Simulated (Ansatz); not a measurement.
Sn (beta-Sn type, space group I4_1/amd)

```xyz
2
Lattice="-2.9165 2.9165 1.5790 2.9165 -2.9165 1.5790 2.9165 2.9165 -1.5790" Properties=species:S:1:pos:R:3 pbc="T T T"
Sn     0.0000     2.9165     0.7895
Sn     0.0000     0.0000     0.0000
```

The relaxed cell is deformed in two ways at once: its volume V is scaled, and at that volume it is stretched along z (the c axis of the conventional cell) so that c/a changes. Fractional atomic positions are held.

The numbers are results of PBEsol (plane waves to 420 eV, PAW, scalar-relativistic; Ansatz, an electronic-structure program), not measurements. k mesh 17×17×17 (Γ-centred), Fermi-Dirac smearing 0.05 eV. Compression counts positive. With partly filled bands, the response to shear is sensitive to the k mesh, so small differences along c/a are uncertain. Sn was relaxed with its symmetry unable to fall. The last digit holds for this mesh only.

Changes of σxx (GPa) from the point V/V₀ = 1.000, (c/a)/(c/a)₀ = 1.000 when one coordinate moves alone (two changes are said to add if the coupling is within 5 % of the smaller one, nearly so within 20 %):

```tsv
point	change
V/V₀ = 1.000, (c/a)/(c/a)₀ = 0.880	-2.36
V/V₀ = 1.000, (c/a)/(c/a)₀ = 0.920	-1.50
V/V₀ = 1.000, (c/a)/(c/a)₀ = 0.960	-1.00
V/V₀ = 0.960, (c/a)/(c/a)₀ = 1.000	2.52
V/V₀ = 0.973, (c/a)/(c/a)₀ = 1.000	1.61
V/V₀ = 0.987, (c/a)/(c/a)₀ = 1.000	0.77
V/V₀ = 1.013, (c/a)/(c/a)₀ = 1.000	-0.71
V/V₀ = 1.027, (c/a)/(c/a)₀ = 1.000	-1.38
V/V₀ = 1.040, (c/a)/(c/a)₀ = 1.000	-1.99
V/V₀ = 1.000, (c/a)/(c/a)₀ = 1.040	1.08
V/V₀ = 1.000, (c/a)/(c/a)₀ = 1.080	1.94
V/V₀ = 1.000, (c/a)/(c/a)₀ = 1.120	2.92
```

Do the two effects add at V/V₀ = 1.027, (c/a)/(c/a)₀ = 0.920? Give the computed change.

The sum of the single changes is -1.38 + (-1.50) = -2.88; the calculation gives -2.70, so the coupling contributes 0.18 (under 20 % of the smaller single change, nearly additive).

What is the change at V/V₀ = 0.960, (c/a)/(c/a)₀ = 1.080, where both move, and how far is it from the sum?

The sum of the single changes is 2.52 + (1.94) = 4.46; the calculation gives 4.85, so the coupling contributes 0.39 (over 20 % of the smaller single change, not additive).

(Under strain, the slope of the energy per volume gives the stress and its curvature an elastic modulus.)
